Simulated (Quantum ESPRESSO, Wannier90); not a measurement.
# PbS (Pnma), plane waves to Wannier functions

```
begin unit_cell_cart
ang
   12.0278400000    0.0000000000    0.0000000000
    0.0000000000    4.2249700000    0.0000000000
    0.0000000000    0.0000000000    4.2750200000
end unit_cell_cart
begin atoms_frac
Pb  -0.1286500000  0.2500000000  0.1649000000
Pb   0.1286500000 -0.2500000000 -0.1649000000
Pb  -0.3713500000 -0.2500000000 -0.3351000000
Pb   0.3713500000  0.2500000000  0.3351000000
S   -0.3564000000  0.2500000000  0.1079100000
S    0.3564000000 -0.2500000000 -0.1079100000
S   -0.1436000000 -0.2500000000 -0.3920900000
S    0.1436000000  0.2500000000  0.3920900000
end atoms_frac
```

Materials Project entry mp-1078500; symmetrised, unrelaxed at this level. Not found in the COD (Crystallography Open Database) copy used, which has the formula in other groups; not checked further. Method: PBEsol plane waves in Quantum ESPRESSO 7.5 (PseudoDojo norm-conserving files, 50 Ry, no spin polarisation, no spin-orbit coupling), Bloch states on a 4×6×6 mesh through Γ, Wannier90 4.0.1. Density: 4×8×8 mesh, Gaussian smearing 0.01 Ry. Spin-orbit coupling is left out although heavy elements are present.

A tight-binding model is made by disentanglement and projection with no localisation steps (num_iter = 0), so the 32 orbitals stay atom-like: hydrogen-like Pb: s;p; S: s;p, axes along x, y, z; frozen window up to 2.57 eV relative to the valence-band maximum. It follows pw.x to 1.5 meV rms for states up to 2.1 eV relative to the valence-band maximum. Matrix elements depend on this choice of orbitals and windows.

The 30 largest hoppings ⟨m,0|H|n,R⟩ between different sites (one of each Hermitian pair; signs follow the real orbitals' lobes; the list may end inside a set of equal values):

```csv
m,n,R,distance of the centres (Å),t (eV)
S5 px,Pb1 px,0 0 0,2.95,2.148
S6 px,Pb2 px,0 0 0,2.95,2.148
S7 px,Pb3 px,0 0 0,2.95,2.148
S8 px,Pb4 px,0 0 0,2.95,2.148
S5 px,Pb1 s,0 0 0,2.81,-1.581
S6 px,Pb2 s,0 0 0,2.81,1.581
S7 px,Pb3 s,0 0 0,2.81,1.581
S8 px,Pb4 s,0 0 0,2.81,-1.581
S5 s,Pb1 px,0 0 0,2.86,1.394
S6 s,Pb2 px,0 0 0,2.86,-1.394
S7 s,Pb3 px,0 0 0,2.86,-1.394
S8 s,Pb4 px,0 0 0,2.86,1.394
S5 py,Pb3 pz,0 0 0,2.89,1.263
S6 py,Pb4 pz,0 0 0,2.89,1.263
Pb1 pz,S7 py,0 0 1,2.89,-1.263
S8 py,Pb2 pz,0 0 1,2.89,-1.263
Pb4 pz,S6 py,0 1 0,2.89,-1.263
S5 py,Pb3 pz,0 1 0,2.89,-1.263
Pb1 pz,S7 py,0 1 1,2.89,1.263
S8 py,Pb2 pz,0 1 1,2.89,1.263
S5 pz,Pb3 py,0 0 0,2.89,1.260
S6 pz,Pb4 py,0 0 0,2.89,1.260
Pb1 py,S7 pz,0 0 1,2.89,-1.260
S8 pz,Pb2 py,0 0 1,2.89,-1.260
Pb4 py,S6 pz,0 1 0,2.89,-1.260
S5 pz,Pb3 py,0 1 0,2.89,-1.260
Pb1 py,S7 pz,0 1 1,2.89,1.260
S8 pz,Pb2 py,0 1 1,2.89,1.260
S7 px,Pb2 px,0 0 0,3.24,1.096
S8 px,Pb1 px,0 0 0,3.24,1.096
```
